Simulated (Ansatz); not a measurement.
From the elastic tensor of SrAsPt to moduli and sound speeds

All numbers below come from DFT LDA, scalar-relativistic, plane waves, PAW in Ansatz 0.2.0. Settings: 420 eV plane-wave cutoff, Γ-centred 12×12×4 mesh, Fermi-Dirac smearing of 0.15 eV. No spin polarisation.

It takes space group P6_3/mmc (No. 194, hexagonal). Conventional cell: a = 4.215 Å, b = 4.215 Å, c = 8.739 Å, α = 90.00°, β = 90.00°, γ = 120.00°. Sr (site symmetry -3m) has 6 As at 3.27 Å and 6 Pt at 3.27 Å as nearest neighbours. As (site symmetry -6m2) has 3 Pt at 2.43 Å as nearest neighbours. Pt (site symmetry -6m2) has 3 As at 2.43 Å as nearest neighbours.

In a metal, frequencies and elastic constants depend on the k mesh and the smearing, soft modes and shear constants most. Spin–orbit coupling is left out, which can shift energies with elements as heavy as these.

Relaxed-ion constants (GPa, on the Cartesian axes of the calculation):
```
180.7 111.3  45.2   0.0   0.0   0.0
111.3 180.7  45.2   0.0   0.0   0.0
 45.2  45.2  94.4   0.0   0.0   0.0
  0.0   0.0   0.0  32.5   0.0   0.0
  0.0   0.0   0.0   0.0  32.5   0.0
  0.0   0.0   0.0   0.0   0.0  34.7
```

Density 8.834 g/cm³; 6 atoms in 134.45 Å³.

The values that follow are for a polycrystal of randomly turned grains, by Hill's mean where one number stands.

With S = C⁻¹: B_V = (C11+C22+C33+2(C12+C13+C23))/9, G_V = (C11+C22+C33−C12−C13−C23+3(C44+C55+C66))/15, 1/B_R = S11+S22+S33+2(S12+S13+S23), 15/G_R = 4(S11+S22+S33−S12−S13−S23)+3(S44+S55+S66); Hill is their mean. Then v_l = √((B+4G/3)/ρ), v_t = √(G/ρ), v_m = [(2/v_t³+1/v_l³)/3]^(−1/3) and Θ = (ħ/k_B)·v_m·(6π²n/V)^(1/3) for n atoms in the volume V; E = 9BG/(3B+G), ν = (3B−2G)/(2(3B+G)) and A^U = 5G_V/G_R + B_V/B_R − 6.

- Bulk modulus, Voigt / Reuss / Hill: 95.5 / 78.3 / 86.9 GPa
- Shear modulus, Voigt / Reuss / Hill: 36.9 / 34.9 / 35.9 GPa
- Young's modulus: 95 GPa
- Poisson ratio: 0.318
- Pugh ratio B/G: 2.42 (over 1.75, the rule of thumb for ductile)
- Universal anisotropy index: 0.51
- Longitudinal and transverse sound speeds: 3905 and 2015 m/s
- Debye temperature from the mean sound speed: 238 K

Whether SrAsPt exists in this form wasn't checked.

Cost: 1 run of about 33 core-minutes, on AMD EPYC (Zen 3) (shared hosts).